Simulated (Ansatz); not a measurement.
## NMR crystallography of ZnS with Cs replacing Zn: given against relaxed positions

Start: a supercell of ZnS (space group P6_3mc) built from an entry of the Crystallography Open Database (COD) (the entry's cell lengths or inner coordinates differ somewhat from later room-temperature determinations), with all atoms left at the host's positions.

```xyz
36
Lattice="5.7180 3.3013 0.0000 -5.7180 3.3013 0.0000 0.0000 0.0000 18.6900" Properties=species:S:1:pos:R:3 pbc="T T T"
Cs    0.0000    0.0000    0.0000
Zn   -1.9060    3.3013    0.0000
Zn    1.9060    3.3013    0.0000
Zn    0.0000    0.0000    9.3450
Zn   -1.9060    3.3013    9.3450
Zn    1.9060    3.3013    9.3450
Zn    0.0000    2.2009    3.1151
Zn    3.8120    2.2009    3.1151
Zn   -3.8120    2.2009    3.1151
Zn   -3.8120    4.4017   12.4601
Zn    0.0000    4.4017   12.4601
Zn   -1.9060    1.1004   12.4601
Zn   -3.8120    4.4017    6.2299
Zn    0.0000    4.4017    6.2299
Zn   -1.9060    1.1004    6.2299
Zn    0.0000    2.2009   15.5749
Zn    3.8120    2.2009   15.5749
Zn   -3.8120    2.2009   15.5749
S     0.0000    0.0000    2.3362
S    -1.9060    3.3013    2.3362
S     1.9060    3.3013    2.3362
S     0.0000    0.0000   11.6812
S    -1.9060    3.3013   11.6812
S     1.9060    3.3013   11.6812
S     0.0000    2.2009    5.4513
S     3.8120    2.2009    5.4513
S    -3.8120    2.2009    5.4513
S    -3.8120    4.4017   14.7963
S     0.0000    4.4017   14.7963
S    -1.9060    1.1004   14.7963
S    -3.8120    4.4017    8.5662
S     0.0000    4.4017    8.5662
S    -1.9060    1.1004    8.5662
S     0.0000    2.2009   17.9112
S     3.8120    2.2009   17.9112
S    -3.8120    2.2009   17.9112
```

Atom numbers follow the list; atoms alike are taken as one site, whose name carries the number of the first.

Method: Kohn–Sham DFT in Ansatz, PBE, plane waves and PAW, scalar-relativistic, 420 eV cutoff, Γ-centred 3×3×1 k-points, Fermi–Dirac smearing 0.01 eV, cell charge -1.

The largest force at the start is 7.9 eV/Å. Relaxing the ions at fixed cell moves them by 0.982 Å at most (atom 36, S) and 0.312 Å rms.

| site | atom | moved (Å) | first shell before | first shell after | V_zz before (10²¹ V/m²) | η before |
| --- | --- | --- | --- | --- | --- | --- |
| Cs | 1 | 0.552 | 4 S at 2.33–2.34 Å | 7 S at 3.13–3.47 Å; also 3 Zn at 3.46 Å | -0.49 | 0.00 |
| Zn5 | 5 | 0.027 | 4 S at 2.33–2.34 Å | 4 S at 2.31–2.33 Å | -0.32 | 0.00 |
| Zn7 | 7 | 0.086 | 4 S at 2.33–2.34 Å | 4 S at 2.27–2.35 Å | -1.19 | 0.87 |
| Zn13 | 13 | 0.040 | 4 S at 2.33–2.34 Å | 4 S at 2.31–2.32 Å | 0.70 | 0.39 |
| Zn16 | 16 | 0.124 | 4 S at 2.33–2.34 Å | 4 S at 2.29–2.38 Å | -1.47 | 0.18 |
| S19 | 19 | 0.245 | 3 Zn at 2.33 Å, 1 Cs at 2.34 Å | 3 Zn at 2.27 Å | -7.37 | 0.00 |
| S20 | 20 | 0.130 | 4 Zn at 2.33–2.34 Å | 4 Zn at 2.31–2.33 Å | -0.54 | 0.00 |
| S28 | 28 | 0.130 | 4 Zn at 2.33–2.34 Å | 4 Zn at 2.28–2.38 Å | 1.10 | 0.18 |
| S31 | 31 | 0.025 | 4 Zn at 2.33–2.34 Å | 4 Zn at 2.32–2.33 Å | -0.61 | 0.07 |
| S34 | 34 | 0.982 | 3 Zn at 2.33–2.34 Å, 1 Cs at 2.33 Å | 3 Zn at 2.23–2.29 Å | -7.78 | 0.43 |

Question: What are V_zz and η after the relaxation?

Answer: 

```json
{"site": "Cs", "atom": "1", "V_zz after": "13.52", "η after": "0.00", "change of V_zz": "+14.01"}
{"site": "Zn5", "atom": "5", "V_zz after": "-1.09", "η after": "0.00", "change of V_zz": "-0.77"}
{"site": "Zn7", "atom": "7", "V_zz after": "-2.39", "η after": "0.44", "change of V_zz": "-1.20"}
{"site": "Zn13", "atom": "13", "V_zz after": "0.51", "η after": "0.42", "change of V_zz": "-0.19"}
{"site": "Zn16", "atom": "16", "V_zz after": "-3.70", "η after": "0.59", "change of V_zz": "-2.23"}
{"site": "S19", "atom": "19", "V_zz after": "-10.04", "η after": "0.00", "change of V_zz": "-2.67"}
{"site": "S20", "atom": "20", "V_zz after": "-0.39", "η after": "0.00", "change of V_zz": "+0.15"}
{"site": "S28", "atom": "28", "V_zz after": "-2.44", "η after": "0.18", "change of V_zz": "–"}
{"site": "S31", "atom": "31", "V_zz after": "-1.05", "η after": "0.21", "change of V_zz": "-0.44"}
{"site": "S34", "atom": "34", "V_zz after": "11.41", "η after": "0.86", "change of V_zz": "–"}
```

The largest change of V_zz along a kept axis is on Cs, from -0.49 to 13.52. Small gradients that grow severalfold: Zn5 (-0.32 to -1.09). In per cent, |V_zz| changes by -27 to +151 on Zn, -29 to +73 on S (all sites that start above 0.5, bar those whose gradient vanishes or changes sign or whose main axis turns by over 40°). Where |V_zz| stays above 0.1 and the axes keep their order, η moves most on Zn7, from 0.87 to 0.44. V_zz changes sign on Cs (same axis). On S34, S28 the largest principal value lies along another axis in the second run, so the two V_zz can't be compared directly. The table leaves out 6 of the 16 sites, with |V_zz| up to 2.18; their tensors move by 1.20 at most along any direction. The statements above cover all sites. The host's own positions weren't relaxed first, so part of the change far from the defect can be the host's relaxation.

The defect repeats with the cell of 36 atoms, so it feels its images: sites between two images don't show the values beside a lone defect, and zeros or small values of η there can come from the images' arrangement. S and Zn carry a gradient in the pure host already, so the values there aren't the defect's effect alone. A uniform background compensates the cell's charge. Without spin–orbit coupling (the program notes it for Cs) the gradients can shift somewhat, as the gap is small.
Before: With a gap of 0.4 eV on this mesh, small gradients can still move by 0.1 × 10²¹ V/m² or more as the k-mesh gets denser. The cell keeps the host's lattice, where the PBE pressure is 8 GPa (in a charged cell this depends on the convention for the mean potential). The neighbours have not yet relaxed around the defect (largest force 7.9 eV/Å), so the values at and beside it are those of a strained start, not of the defect in a real crystal.
After: The relaxation keeps the site symmetry 3m of the start, so the impurity can move only along its axis; a start off the site could end lower. With a gap of 0.6 eV on this mesh, small gradients can still move by 0.1 × 10²¹ V/m² or more as the k-mesh gets denser. The cell keeps the host's lattice, where the PBE pressure is 5 GPa (in a charged cell this depends on the convention for the mean potential).
